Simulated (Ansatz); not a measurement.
The relaxed structure here is a generated cell of SnO2: the first start was made by placing the elements on the sites of a structure type, and the end was not matched to a known phase here, so it may be hypothetical. Known forms of SnO2 include space group No. 136.

A relaxed cell of SnO$_{2}$ (P6₂22 (No. 180)), relaxed on a k-mesh at least as fine as the one used below. Computed with r2SCAN (plane waves to 500 eV, PAW, scalar-relativistic; Ansatz, an electronic-structure program). Γ-centred k-mesh 5×5×4 on the run's cell (coarser than for final values), Fermi–Dirac smearing 0.05 eV.

```xyz
9
Lattice="5.9888 0.0000 0.0000 -2.9944 5.1864 0.0000 0.0000 0.0000 6.5819" Properties=species:S:1:pos:R:3 pbc="T T T"
Sn     2.9944     0.0000     0.0000
Sn     1.4972     2.5932     2.1940
Sn    -1.4972     2.5932     4.3879
O      0.0000     2.0859     3.2909
O      4.1823     1.0429     5.4849
O      1.1880     4.1435     1.0970
O      2.9944     3.1006     3.2909
O     -1.1880     4.1435     5.4849
O      1.8064     1.0429     1.0970
```

The atoms are displaced by (Å):

```csv
atom,ux,uy,uz
Sn1,0.013,-0.047,0.017
Sn2,-0.095,0.167,-0.071
Sn3,-0.045,0.084,-0.021
O4,-0.048,0.016,0.139
O5,0.047,-0.053,0.090
O6,-0.066,0.027,-0.103
O7,0.153,-0.082,-0.119
O8,-0.014,0.010,-0.023
O9,0.014,-0.016,0.069
```

Task: What forces (eV/Å) and pressure result?

Result: 
```csv
atom,Fx,Fy,Fz
Sn1,-4.35,4.23,-2.88
Sn2,1.45,-4.80,3.20
Sn3,0.41,-2.89,3.70
O4,3.59,0.20,-2.63
O5,0.41,1.87,-1.42
O6,3.01,-1.59,1.96
O7,-4.57,0.76,-3.42
O8,0.24,1.13,1.05
O9,-0.20,1.08,0.44
```

Pressure +2.9 GPa.

Task: Estimate the energy cost of the displacement in the harmonic approximation and compare with the calculation.

Result: For a harmonic well ΔE = −½ Σ F·u = 1.679 eV a cell, or 187 meV/atom. The calculated energy relative to the undisplaced cell is +183 meV/atom, so the harmonic estimate holds well.

The undisplaced cell is probably no minimum: from this displacement the run went on to C2/m (No. 12), 309 meV/atom below it.

No spin polarisation in the result.
